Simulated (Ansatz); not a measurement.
C (diamond)

```
C
1.0
    0.00000     1.78014     1.78014
    1.78014     0.00000     1.78014
    1.78014     1.78014     0.00000
C
2
Direct
  0.00000   0.00000   0.00000
  0.25000   0.25000   0.25000
```

In each cell atom 2 (C, nearest neighbour C at 1.542 Å; its periodic images, 2.5 Å or more away, move with it) moves by s·(0.000, 0.000, 1.000) (along Cartesian z), the rest being held.

Level of theory: r2SCAN (plane waves to 500 eV, PAW, scalar-relativistic; Ansatz, a first-principles code). k mesh 13×13×13 (Γ-centred), Fermi-Dirac smearing 0.05 eV. As the smearing reaches across the gap at some points, energies and forces of such displacements shift with the k mesh and the smearing. F∥ is the force on the atom along that direction. C was relaxed with its symmetry unable to fall. 

```json
[
 {"s (Å)": "-0.460", "F∥ (eV/Å)": "8.955"},
 {"s (Å)": "-0.368", "F∥ (eV/Å)": "9.792"},
 {"s (Å)": "-0.276", "F∥ (eV/Å)": "8.802"},
 {"s (Å)": "-0.184", "F∥ (eV/Å)": "6.585"},
 {"s (Å)": "-0.092", "F∥ (eV/Å)": "3.495"},
 {"s (Å)": "0.000", "F∥ (eV/Å)": "0.000"},
 {"s (Å)": "0.092", "F∥ (eV/Å)": "-3.495"},
 {"s (Å)": "0.184", "F∥ (eV/Å)": "-6.585"},
 {"s (Å)": "0.276", "F∥ (eV/Å)": "-8.802"},
 {"s (Å)": "0.368", "F∥ (eV/Å)": "-9.792"},
 {"s (Å)": "0.460", "F∥ (eV/Å)": "-8.955"}
]
```

Problem. What is the force constant k = d²E/ds² of this move at s = 0?

Solution. 38.7 eV/Å². The forces along the line at the two nearest points give (3.495 − (-3.495)) / (2·0.092) = 37.99 eV/Å²; the next pair corrects for the finite step.

Problem. With two atoms in the cell this is the zone-centre optical mode. What wavenumber follows?

Solution. 1324 cm⁻¹. Reduced mass μ = 6.01 u; ν̃ = 521.5·√(k/μ) with k = 38.73 eV/Å².

(For displaced atoms, the force is minus the slope of the energy, and its curvature is a force constant, which sets phonon frequencies.)
